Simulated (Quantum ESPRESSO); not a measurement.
# Computed records: Si3BC3N (made-up cell)

Calculation on a made-up crystal cell, not a measurement, run twice, once with a planted mistake found by running each candidate: periodic Kohn-Sham density functional theory in plane waves with PseudoDojo standard norm-conserving scalar-relativistic pseudopotentials, each functional with its own files (v0.5 for PBE, v0.4.1 for LDA and PBEsol), no spin polarisation, no spin-orbit coupling, atoms not relaxed, stress positive in tension, energies less a fixed whole-eV offset for each atom's element; levels are Kohn-Sham levels at fractions of this cell's reciprocal vectors, counted from the reference band (half the neutral cell's valence electrons, rounded up) at Gamma; error bars cover cutoff and k-mesh only, not smearing or the files; a charged cell sits in a uniform background, with energy and stress on this program's zero of potential; each bar is the largest change over components, and at least 0.002 eV, 0.002 eV per angstrom or 0.02 GPa; energies are for the whole cell, and the offsets were chosen from early runs and are not element reference energies; a distance is the largest change of any value in units of its error bar, a scale change is of lengths, and a coarse mesh keeps the half-step shift. Program: Quantum ESPRESSO 7.5.

Si3BC3N (made-up cell)

Intended structure:
```cif
# cell vector a (Å): 4.3659 0.0000 0.0000
# cell vector b (Å): 0.0000 4.3659 0.0000
# cell vector c (Å): 0.0000 0.0000 4.3659
data_Si3BC3N
_symmetry_space_group_name_H-M 'P 1'
_symmetry_Int_Tables_number 1
_cell_length_a 4.3659
_cell_length_b 4.3659
_cell_length_c 4.3659
_cell_angle_alpha 90.000
_cell_angle_beta 90.000
_cell_angle_gamma 90.000
_cell_volume 83.22
loop_
_atom_site_label
_atom_site_type_symbol
_atom_site_fract_x
_atom_site_fract_y
_atom_site_fract_z
_atom_site_occupancy
Si1 Si 0.97620 0.98131 0.00389 1
B1 B 0.97421 0.49964 0.47241 1
Si2 Si 0.53405 0.00357 0.49128 1
Si3 Si 0.47800 0.54555 0.02045 1
C1 C 0.21993 0.27999 0.24274 1
C2 C 0.22905 0.75414 0.71939 1
C3 C 0.75373 0.25049 0.73875 1
N1 N 0.76401 0.73643 0.24126 1
```

* lattice type: zincblende/diamond
* intended functional: pbe
* intended cutoff: 1143 eV
* intended fermi dirac smearing: 0.025 eV
* intended scf tolerance: 1e-07 eV
* intended electrons removed: 0
* healthy free energy less offsets: -3.052 eV
* healthy smearing term minus ts: 0 eV
* healthy scf iterations: 12
* healthy pressure: -16.99 GPa
* healthy stress xx: 16.28 GPa
* healthy stress yy: 17.85 GPa
* healthy stress zz: 16.84 GPa
* healthy stress yz: -0.25 GPa
* healthy stress xz: -2 GPa
* healthy stress xy: -2.8 GPa
* healthy reference band: 16
* faulty free energy less offsets: 3.964 eV
* faulty smearing term minus ts: -0.003 eV
* faulty scf iterations: 12
* faulty pressure: 6.13 GPa
* faulty stress xx: -2.09 GPa
* faulty stress yy: -9.16 GPa
* faulty stress zz: -7.14 GPa
* faulty stress yz: 11.2 GPa
* faulty stress xz: -3.25 GPa
* faulty stress xy: 8.27 GPa
* faulty fermi level: 0.274 eV
* faulty reference band: 16
* candidate k points along each vector: 1
* candidate cutoff: 732 eV
* candidate smearing: 0.36 eV
* candidate functional: lda
* candidate scf tolerance: 1 eV
* candidate electrons removed: -1
* candidate scale change: -1.62 percent
* candidate first exchanged site: 3
* candidate second exchanged site: 7
* intended k mesh: 4 x 4 x 4, shifted by half a step
* structure shown: as intended, without the mistake
* fault kind: atoms exchanged
* other mistakes run: 7
* distance from healthy: 1218 error bars
* distance from nearest other mistake: 1148 error bars
* healthy error bar energy: 0.006441 eV
* healthy error bar stress: 0.0234 GPa
* healthy error bar force: 0.005692 eV/Å
* healthy error bar next band up: 0.002 eV

Atoms:
```csv
atoms element,atom site,atom energy offset (eV)
Si,1,-115
B,2,-79
Si,3,-115
Si,4,-115
C,5,-163
C,6,-163
C,7,-163
N,8,-283
```

Healthy forces:
```csv
site,x (eV/Å),y (eV/Å),z (eV/Å)
1,3.462,3.562,-2.88
2,2.44,-1.412,2.027
3,-4.462,1.175,0.924
4,-1.298,-4.196,-3.724
5,0.264,-0.825,1.05
6,0.401,-0.222,0.329
7,0.021,1.861,0.397
8,-0.828,0.056,1.876
```

Healthy levels:
```csv
level k point,next band up (eV)
Gamma,0.428
"(1/2,1/2,1/2)",1.736
"(0.15,0,0)",0.795
"(0,0.15,0)",0.89
"(0,0,0.15)",0.892
```

Faulty forces:
```csv
site,x (eV/Å),y (eV/Å),z (eV/Å)
1,7.143,-2.732,4.056
2,4.143,2.117,-1.107
3,-4.768,-1.633,-0.764
4,-2.769,-0.799,-0.378
5,-0.019,-0.687,0.888
6,1.124,0.064,-0.635
7,-3.803,3.42,-4.729
8,-1.05,0.25,2.669
```

Faulty levels:
```csv
level k point,next band up (eV)
Gamma,0.427
"(1/2,1/2,1/2)",0.527
"(0.15,0,0)",0.243
"(0,0.15,0)",0.254
"(0,0,0.15)",0.235
```

Candidate mistake: coarse kmesh, low cutoff, wide smearing, wrong functional, loose scf, wrong charge, cell scaled, atoms exchanged
